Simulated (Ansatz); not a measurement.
Values for one crystal, relaxed and computed with the program Ansatz at the r²SCAN level (PAW); other levels are named.

- Volume per atom: 12.05 Å³
- Band gap: 1.83 eV (indirect)
- Formation energy from the elements (no fitted shifts): -0.37 eV/atom
- Smallest direct gap on the standard path: 2.81 eV
- Pressure derivative B′: 5.0
- Electron effective mass: 0.39, 0.51, 0.70 mₑ (principal values)
- Gap with spin–orbit coupling: 1.83 eV

### Question
Pick the material that matches.
A) GaN, NiAs type
B) LiGeN, P6_3mc (Li on 2b, Ge on 2a, N on 2b)
C) Li2Se, anti-fluorite
D) Si3N4, Fd-3m (Si on 16c, Si on 8b, N on 32e)

### Answer
B, LiGeN, P6_3mc (Li on 2b, Ge on 2a, N on 2b)

The workflow started from a Materials Project entry (that database holds measured and hypothetical structures alike); the Crystallography Open Database copy checked does not list it. Its standing as an ambient phase is unchecked. The r²SCAN relaxation kept the symmetry of its start; whether a distortion lowers the energy is not shown. The references are the lowest solids computed at this level, not always the standard phases (solids in place of the gases). Scalar-relativistic: spin–orbit coupling is off unless named, which matters more the heavier the elements.

Potentials: the later of the program's two PAW sets.
